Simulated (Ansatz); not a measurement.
Formation energy of EuS₂ (fluorite structure)

Computed with Ansatz (plane waves, PAW, 420 eV cutoff): PBEsol, scalar-relativistic, collinear spin, 8×8×8 k-mesh, Gaussian smearing of 0.05 eV; PAW files: Ansatz's generated set soft_2.

The structure was built from a prototype; whether the compound forms in it isn't claimed.

The structure is cubic, space group Fm-3m (No. 225). The conventional cell has a = 6.518 Å, b = 6.518 Å, c = 6.518 Å, α = 90.00°, β = 90.00°, γ = 90.00°. Eu (site symmetry m-3m) is surrounded by 8 S at 2.82 Å. S (site symmetry -43m) is surrounded by 4 Eu at 2.82 Å. (Shells end 15 % past the nearest neighbour.)

The elements were computed in their standard states with the same datasets, cutoff and functional. The compound's run is ferromagnetic, with site spin moments Eu 6.27; S -0.26 μB. Absolute energies hang on the potentials; compare differences alone.

Energy of the relaxed cell (3 atoms, smearing extrapolated to zero): -10437.881 eV. Elements, in eV/atom: Eu -8664.407, S -884.892.

Question: What is the formation energy?

Answer: [-10437.881 − (1 × -8664.407 + 2 × -884.892)] / 3 = -1.23 eV/atom, or -119 kJ per mole of atoms.

The value is for 0 K, without zero-point energy. Uncorrected semilocal values for oxides, chalcogenides and halides often miss by tenths of an eV an atom. A negative value shows stability against the elements alone, not against other compounds or structures.

Without a U the 4f levels of Eu lie too near the Fermi level, so their share of the states there, and what hangs on it, is overstated. These numbers lack spin–orbit coupling. The run wasn't fully tested for a lower electronic state. Site moments are of spin, integrated over atomic spheres. Only parallel moments were tried, so the real magnetic order may be another.
